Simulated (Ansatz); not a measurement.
Given:

Relaxed BP (zinc blende):

```
BP
1.0
    0.00000     4.54847     4.54847
    2.27424     2.27424     4.54847
    2.27424     2.27424     0.00000
P B
2 2
Direct
  0.00000   0.75000   0.75000
  0.50000   0.75000   0.75000
  0.00000   0.00000   0.00000
  0.50000   0.00000   0.00000
```

A phonon eigenvector at X = (0.5, 0.5, 0.0) is frozen into this cell: atom i moves by Q times the vector below, so Q is the largest atomic displacement, in Å. The cell is held. It is one choice among 2 degenerate patterns. (q is in reciprocal vectors of the primitive cell; the cell shown is doubled to hold the pattern.)

```csv
atom,x,y,z
P1,0.000,1.000,0.000
P2,0.000,-1.000,0.000
B3,0.800,0.000,0.000
B4,-0.800,0.000,0.000
```

The numbers are results of PBE (plane waves to 420 eV, PAW, scalar-relativistic; Ansatz, a program for electronic structure), not measurements. k mesh 12×12×12 (Γ-centred), Fermi-Dirac smearing 0.05 eV. The energy includes the smearing's −TS. BP was relaxed with its symmetry unable to fall. The zero of ΔE is the undisplaced structure.

The scan covers Q from -0.100 to 0.100 Å in 13 points.

Task: Which space group does the distorted structure have?

Result: C222_1 (No. 20), lowered from F-43m.

Task: What is the energy change at Q = 0.100 Å?

Result: 136.9 meV/cell.

Task: What harmonic wavenumber does the curvature at Q = 0 give?

Result: 313 cm⁻¹.

(For displaced atoms, the force is minus the slope of the energy, and its curvature is a force constant, which sets phonon frequencies.)
